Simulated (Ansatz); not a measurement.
Ta2GeB2:
```cif
data_B2GeTa2
_chemical_formula_sum 'Ta2 Ge1 B2'
_space_group_name_H-M_alt 'P-6m2'
_space_group_IT_number 187
_space_group_name_Hall 'P -6 2'
_cell_length_a 3.15659
_cell_length_b 3.15659
_cell_length_c 6.99010
_cell_angle_alpha 90.000
_cell_angle_beta 90.000
_cell_angle_gamma 120.000
loop_
_atom_site_label
_atom_site_type_symbol
_atom_site_symmetry_multiplicity
_atom_site_Wyckoff_symbol
_atom_site_fract_x
_atom_site_fract_y
_atom_site_fract_z
_atom_site_occupancy
Ta1 Ta 2 h 0.33333 0.66667 0.27888 1
Ge1 Ge 1 a 0.00000 0.00000 0.00000 1
B1 B 1 b 0.00000 0.00000 0.50000 1
B2 B 1 f 0.66667 0.33333 0.50000 1
```

Relaxed with PBEsol.

Decompose the optical modes at the zone centre into irreducible representations, and say which are infrared and Raman allowed.

Point group -6m2: Γ_opt = A1' + 3A2'' + 3E' + E''. Infrared: A2'', E'. Raman: A1', E', E''.

Assign frequencies (DFPT, PBEsol (plane waves, PAW; program Ansatz)).

E'' 144, E' 164, A1' 174, A2'' 266, E' 478, A2'' 540, A2'' 561, E' 741 cm⁻¹.

The start of the workflow was typed in or built on a structure type; neither database checked (COD, Materials Project) lists it. Whether it is the stable phase at ambient conditions was not checked. The cell was relaxed with PBEsol under the symmetry of its start; its stability against distortions is not shown here. No spin polarisation was allowed. As this level gives no gap, phonon frequencies hold no LO–TO term and depend on the k-mesh and smearing (Fermi–Dirac, 0.1 eV here). Spin–orbit coupling is left out wherever it is not named.

Potentials: the earlier of the program's two PAW sets. The files were generated under PBE; for other functionals the program regenerates the frozen cores, and for LDA and PBEsol the local potential too.
